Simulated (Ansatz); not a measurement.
Hf$_{2}$InC:
```
Hf2InC
1.0
    3.31358     0.00000     0.00000
   -1.65679     2.86964     0.00000
    0.00000     0.00000    14.80084
Hf In C
4 2 2
Direct
  0.66667   0.33333   0.58223
  0.33333   0.66667   0.41777
  0.33333   0.66667   0.08223
  0.66667   0.33333   0.91777
  0.66667   0.33333   0.25000
  0.33333   0.66667   0.75000
  0.00000   0.00000   0.50000
  0.00000   0.00000   0.00000
```

Relaxed with r²SCAN.

Problem. Give the Bader charges and basin volumes of the independent atoms, the program Ansatz at the r²SCAN level (PAW).

Solution. 

```csv
atom,Bader charge (e),Bader volume (Å³)
Hf1,+1.62,14.2
In5,-0.93,27.7
C7,-2.31,14.2
```

Space group P6_3/mmc. The workflow started from a Materials Project entry (that database holds measured and hypothetical structures alike); the Crystallography Open Database copy checked does not list it. Its standing as an ambient phase is unchecked. Symmetry was held in the r²SCAN relaxation; whether a distortion lowers the energy is not shown. The run is not spin-polarised. Spin–orbit coupling is left out wherever it is not named.

Potentials: the later of the program's two PAW sets.
